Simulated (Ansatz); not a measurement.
Here is the system:

BN:
Space group Fm-3m (No. 225); a = b = c = 3.4826 Å, α = β = γ = 90.00°

```
atom  site  symmetry       x       y       z
----  ----  --------  ------  ------  ------
N       4a      m-3m  0.0000  0.0000  0.0000
B       4b      m-3m  0.5000  0.5000  0.5000
```
(The calculation used a cell of 2 atoms; values per cell refer to that cell.)

This is the PBEsol-relaxed structure.

### Question
All from PBEsol (plane waves, PAW; program Ansatz), unless another level is named. Estimate the Hill bulk and shear moduli.

### Answer
399 and 341 GPa.

### Question
And the elastic constants (relaxed ions, GPa)?

### Answer
C11 = 572, C12 = 312, C44 = 635.

The start of the workflow was typed in or built on a structure type; neither database checked (COD, Materials Project) lists it. It is not the phase usual at ambient conditions (space group No. 186, 194, 216). Symmetry was held in the PBEsol relaxation. At this level the phase is dynamically unstable (imaginary phonons). Its formation energy is positive at this level, so the cell may be metastable or incomplete.

Potentials: the later of the program's two PAW sets.
